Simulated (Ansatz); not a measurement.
Profile along the O–Ba line in BaO (rock salt)

BaO (rock salt)

```cif
data_Ba4O4
_chemical_formula_sum 'O4 Ba4'
_space_group_name_H-M_alt 'Fm-3m'
_space_group_IT_number 225
_space_group_name_Hall '-F 4 2 3'
_cell_length_a 5.57343
_cell_length_b 5.57343
_cell_length_c 5.57343
_cell_angle_alpha 90.000
_cell_angle_beta 90.000
_cell_angle_gamma 90.000
loop_
_atom_site_label
_atom_site_type_symbol
_atom_site_symmetry_multiplicity
_atom_site_Wyckoff_symbol
_atom_site_fract_x
_atom_site_fract_y
_atom_site_fract_z
_atom_site_occupancy
O1 O 4 a 0.00000 0.00000 0.00000 1
Ba1 Ba 4 b 0.50000 0.50000 0.50000 1
```
(The calculation used a cell of 2 atoms; values per cell refer to that cell.)

Fields along a shortest O–Ba line of a {100} plane (2.79 Å), from O to Ba, interpolated on the slice's grid (step about 0.2 Å). All values below come from PBE (plane waves to 420 eV, PAW, scalar-relativistic; Ansatz, a quantum-chemistry and plane-wave program). k mesh 10×10×10. Near the nuclei the fields are pseudised (PAW); where an atom keeps semicore shells as valence, they peak there. BaO was relaxed with its symmetry unable to fall.

| distance from O (Å) | valence electron density (e/Å³) | electron localisation function |
|---|---|---|
| 0.00 | 7.60 | x |
| 0.14 | 7.21 | x |
| 0.28 | 5.98 | x |
| 0.42 | 4.11 | x |
| 0.56 | 2.32 | 0.82 |
| 0.70 | 1.20 | 0.82 |
| 0.84 | 0.65 | 0.73 |
| 0.98 | 0.38 | 0.52 |
| 1.12 | 0.25 | 0.25 |
| 1.26 | 0.20 | 0.11 |
| 1.40 | 0.22 | 0.14 |
| 1.53 | 0.32 | 0.36 |
| 1.67 | 0.52 | 0.68 |
| 1.81 | 0.83 | 0.83 |
| 1.95 | 1.18 | 0.86 |
| 2.09 | 1.38 | 0.81 |
| 2.23 | 1.31 | 0.61 |
| 2.37 | 0.96 | x |
| 2.51 | 0.56 | x |
| 2.65 | 0.28 | x |
| 2.79 | 0.19 | x |

x: too close to a nucleus for the ELF to mean much.

Density on the O–Ba line (2.79 Å) at its density minimum, 1.3 Å from O: 0.20 e/Å³. ELF at that point: 0.1. Character of the O–Ba contact (rough rule: ELF there above 0.7 covalent, below 0.2 ionic, polar between): closed-shell (ionic).
